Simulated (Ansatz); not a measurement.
Al$_{3}$GaAs$_{4}$:
```yaml
crystal:
  lattice:
    - [4.05587, 0.00000, 0.00000]
    - [0.00000, 4.05587, 0.00000]
    - [0.00000, 0.00000, 11.45218]
  atoms:
    - { symbol: Ga, position: [0.00000, 0.00000, 0.00000] }
    - { symbol: As, position: [0.50000, 0.00000, 0.12592] }
    - { symbol: Al, position: [0.50000, 0.50000, 0.25027] }
    - { symbol: As, position: [0.00000, 0.50000, 0.37512] }
    - { symbol: Al, position: [0.00000, 0.00000, 0.50000] }
    - { symbol: As, position: [0.50000, 0.00000, 0.62488] }
    - { symbol: Al, position: [0.50000, 0.50000, 0.74973] }
    - { symbol: As, position: [0.00000, 0.50000, 0.87408] }
```

Relaxed with PBE. Special points in fractions of this cell's reciprocal vectors: Γ (0.000, 0.000, 0.000); X (0.000, 0.500, 0.000); M (0.500, 0.500, 0.000); Z (0.000, 0.000, 0.500); R (0.000, 0.500, 0.500); A (0.500, 0.500, 0.500).

Q: List the band energies nearest the valence-band maximum at these points for plane-wave PAW PBE (Ansatz code).

A: In eV from the valence-band maximum; about four levels below and three above (degenerate sets whole), none deeper than 8.9 eV; points with the same levels are listed once.

```json
[
 {"k": "Γ", "below": "-1.33 -1.33 -0.01 0.00 0.00", "above": "1.27 1.51 2.16"},
 {"k": "X", "below": "-0.90 -0.88 -0.84 -0.80", "above": "1.45 1.97 3.14"},
 {"k": "M", "below": "-2.19 -2.19 -2.19 -2.19", "above": "1.51 1.51 1.88"},
 {"k": "Z", "below": "-0.60 -0.60 -0.43 -0.43", "above": "1.59 1.87 2.37"},
 {"k": "R", "below": "-0.96 -0.96 -0.92 -0.81", "above": "2.22 2.78 2.79"},
 {"k": "A", "below": "-2.54 -2.54 -2.53 -2.53", "above": "2.41 2.41 2.67 2.67"}
]
```

Space group P-4m2. The start of the workflow was typed in or built on a structure type; neither database checked (COD, Materials Project) lists it. Its standing as an ambient phase is unchecked. Symmetry was held in the PBE relaxation; its stability against distortions is not shown here. Spin–orbit coupling is left out wherever it is not named.

Potentials: the earlier of the program's two PAW sets.
